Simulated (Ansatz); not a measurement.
SiC (wurtzite, P6_3mc) under volume change, HSE06 (plane waves, PAW; program Ansatz), shape and atoms relaxed at each volume.

```csv
V (Å³/atom),E − E(relaxed) (meV/atom),P (GPa)
9.360,70.5,26.33
9.668,29.8,16.25
9.977,7.1,7.54
10.286,0.0,0.00
10.594,(withheld),(withheld)
10.903,24.6,-12.17
11.211,(withheld),(withheld)
```

**Question.** What belongs in the gaps?

**Answer.** 
- 10.594, E − E(relaxed) (meV/atom): 6.4
- 10.594, P (GPa): -6.53
- 11.211, E − E(relaxed) (meV/atom): 52.8
- 11.211, P (GPa): -17.05

**Question.** What does a third-order Birch–Murnaghan fit give for V₀, B₀ and B′?

**Answer.** V₀ = 10.29 Å³/atom, B₀ = 233 GPa, B′ = 3.8.

The cell was relaxed with HSE06 under the symmetry of its start.

Potentials: the earlier of the program's two PAW sets.
